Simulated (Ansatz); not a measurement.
# zincblende-structured AuAs

Computed with Ansatz (plane waves, PAW, 420 eV cutoff): PBEsol, scalar-relativistic, no spin polarisation, 10×10×10 k-mesh, Gaussian smearing of 0.05 eV. The datasets are Ansatz's generated set soft_2.

```
Au As
1.0
     0.00000    2.86844    2.86844
     2.86844    0.00000    2.86844
     2.86844    2.86844    0.00000
Au As
1 1
Direct
  0.00000 0.00000 0.00000
  0.25000 0.25000 0.25000
```

The cell came from substitution into a structure type; whether the compound takes it is for experiment to say.

The cell is relaxed to zero pressure at this level.

Path: Γ–X–U | K–Γ–L–W–X, with Γ = (0.000, 0.000, 0.000), X = (-0.500, -0.500, 0.000), U = (-0.375, -0.375, 0.250), K = (-0.375, 0.000, 0.375), L = (0.000, 0.000, 0.500), W = (-0.500, -0.250, 0.250) in reciprocal vectors of the calculation's cell.

**Question.** Is it a metal or an insulator, and if it has a gap, where are the band edges on this path?

**Answer.** A metal: bands cross the Fermi level.

Bands as a text map, energy in eV from the Fermi level (dashes), each leg drawn with the same width:
```
  2.86 |*                     ***                       
  2.57 | *                   *   *                      
  2.29 |                    *     *                     
  2.00 |                   * *     *                    
  1.71 |* *                   ***                       
  1.43 | *                          *                   
  1.14 |   *              *      *   ****               
  0.86 |                    **          **              
  0.57 |  *              *               **             
  0.29 |    *                              *            
  0.00 |---*------------*--*------*---------------------
 -0.29 |              **    *             * *           
 -0.57 |     *       *                       *          
 -0.86 |      *   ***                      *  *****     
 -1.14 |    *  ***        *        *               *****
 -1.43 |          **       *                *       *   
 -1.71 |            **   *                        **    
 -2.00 |     *        ***                    ** **      
 -2.29 |                  *         *          *        
 -2.57 |                                                
 -2.86 |                 *                              
 -3.14 |      *         *            *       ****       
 -3.43 |             ***                   **    **     
 -3.71 |       ******                 *  **        *****
 -4.00 |       ******                  **    ******  ***
 -4.29 |***************** ******** **********     ******
 -4.57 | *****          ******    *        *******      
 -4.86 |      ***********                   **     *****
        Γ      X      UK       Γ       L       W       X
```

Spin–orbit coupling, which matters for such heavy elements, is left out.
